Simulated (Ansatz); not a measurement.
According to DFT-LDA in the program Ansatz with PAW potentials, SiSe$_{2}$ in the orthorhombic phase (Ibam; Se on 8j, Si on 4a) relaxes to a = 6.079 Å, b = 8.824 Å, c = 5.807 Å. Se has 2 nearest neighbours from 2.28 Å (bent); Si has 4 nearest neighbours from 2.28 Å (tetrahedral). Against the elements it lies at -0.37 eV/atom, with no fitted shifts.

The Kohn–Sham gap is 1.36 eV (indirect). Gap from LDA with spin–orbit coupling: 1.36 eV. Electrons at the band edge weigh 0.38, 0.53, 0.67 mₑ (principal values). The hole mass is 1.0, 1.1, 1.1 mₑ (principal values).

The bulk modulus is 12.9 GPa. Bader charges are Se -0.97, Si +1.93 e.

The cell was relaxed with LDA under the symmetry of its start. A crystal of weakly bound chains computed without a dispersion correction: the cell and the soft elastic constants depend strongly on that. The references are the lowest solids computed at this level, not always the standard phases. Scalar-relativistic: spin–orbit coupling is off unless named, which matters more the heavier the elements.

Potentials: the later of the program's two PAW sets.
